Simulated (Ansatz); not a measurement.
Data:

Al (fcc, Cu type)

```yaml
crystal:
  lattice:
    - [3.99072, 0.00000, 0.00000]
    - [0.00000, 3.99072, 0.00000]
    - [0.00000, 0.00000, 3.99072]
  atoms:
    - { symbol: Al, position: [0.00000, 0.00000, 0.00000] }
    - { symbol: Al, position: [0.50000, 0.50000, 0.00000] }
    - { symbol: Al, position: [0.50000, 0.00000, 0.50000] }
    - { symbol: Al, position: [0.00000, 0.50000, 0.50000] }
```

In this cell atom 4 (Al, nearest neighbour Al at 2.822 Å; its periodic images, 4.0 Å or more away, move with it) is moved by s along Cartesian [110], unit vector (0.707, 0.707, 0.000); all other atoms and the cell stay fixed.

Method: r2SCAN (plane waves to 500 eV, PAW, scalar-relativistic; Ansatz, a quantum-chemistry and plane-wave program). k mesh 9×9×9 (Γ-centred), Fermi-Dirac smearing 0.05 eV. E stands for the smeared free energy. With partly filled bands, energies and forces of such displacements shift with the k mesh and the smearing. On this mesh the relaxed cell isn't quite at rest: it carries a pressure of 0.3 GPa (compression positive) at the zero of the scan. Al was relaxed with its symmetry unable to fall. The PAW data are Ansatz's earlier set. ΔE is measured from the undisplaced structure.

The scan covers s from -0.560 to 0.560 Å in 11 points.

Is this a single well or a double well?

A single well with its minimum at or next to zero displacement.

Is the energy the same for equal positive and negative displacements?

Even: the same for both signs. With its periodic images moving along, the atom's site symmetry in this cell is m-3m.

What is the energy change at s = 0.560 Å?

1041 meV/cell.

What force acts on the atom along the line at s = -0.560 Å?

4.41 eV/Å.

What is the force constant k = d²E/ds² of this move at s = 0?

5.49 eV/Å².

(For displaced atoms, the force is minus the slope of the energy, and its curvature is a force constant, which sets phonon frequencies.)
